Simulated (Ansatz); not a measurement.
Relaxed KI (rock salt):

```yaml
crystal:
  lattice:
    - [0.00000, 3.54577, 3.54577]
    - [3.54577, 0.00000, 3.54577]
    - [3.54577, 3.54577, 0.00000]
  atoms:
    - { symbol: I, position: [0.00000, 0.00000, 0.00000] }
    - { symbol: K, position: [0.50000, 0.50000, 0.50000] }
```

In this cell atom 2 (K, nearest neighbour I at 3.546 Å; its periodic images, 5.0 Å or more away, move with it) is moved by u·(1.000, 0.000, 0.000) + v·(0.000, 0.000, 1.000); the rest is frozen.

The numbers are results of r2SCAN (plane waves to 500 eV, PAW, scalar-relativistic; Ansatz, an electronic-structure program), not measurements. k mesh 7×7×7 (Γ-centred), Fermi-Dirac smearing 0.05 eV. The energy includes the smearing's −TS. KI was relaxed with its symmetry unable to fall. Spin-orbit coupling is left out, though I is heavy. The zero of ΔE is the undisplaced structure. Axes are in Å.

| ΔE (meV/cell) | u = -0.890 | u = -0.445 | u = 0.000 | u = 0.445 | u = 0.890 |
|---|---|---|---|---|---|
| v = -0.890 | ___ | 957 | 998 | 957 | ___ |
| v = -0.445 | 957 | 247 | ___ | 247 | 957 |
| v = 0.000 | 998 | ___ | 0 | ___ | 998 |
| v = 0.445 | 957 | 247 | ___ | 247 | 957 |
| v = 0.890 | ___ | 957 | 998 | 957 | ___ |

Task: What belongs in the gaps?

Result: 
- v = -0.890, u = -0.890: 1183
- v = -0.890, u = 0.890: 1183
- v = -0.445, u = 0.000: 141
- v = 0.000, u = -0.445: 141
- v = 0.000, u = 0.445: 141
- v = 0.445, u = 0.000: 141
- v = 0.890, u = -0.890: 1183
- v = 0.890, u = 0.890: 1183

(A displaced cell: forces are minus the slopes of the energy, force constants its curvatures, and phonons follow from these.)
